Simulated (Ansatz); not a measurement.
Question: Each is relaxed and computed with PBE in the plane-wave PAW code Ansatz. Which is the only one with a gap?
A. HfGe2, fluorite
B. HfS2, rutile
C. HfSi, P-6m2 (Hf on 1a, Si on 1f)
D. HfSi2, P6/mmm (Hf on 1a, Si on 2d)

Answer: B, HfS2, rutile. HfS2: gap 0.44 eV; HfGe2: metal; HfSi: metal; HfSi2: metal. Constructed cells (a structure type filled with these elements, in neither database checked): HfS2, rutile; HfGe2, fluorite; HfSi, P-6m2 (Hf on 1a, Si on 1f); HfSi2, P6/mmm (Hf on 1a, Si on 2d). All cells were relaxed under the symmetry of their starts (and spin orders); stability against distortions was not tested throughout. Rows with no word on spin ran without spin polarisation. Scalar-relativistic: spin–orbit coupling is off unless named, which matters more the heavier the elements.

Potentials: the later of the program's two PAW sets.
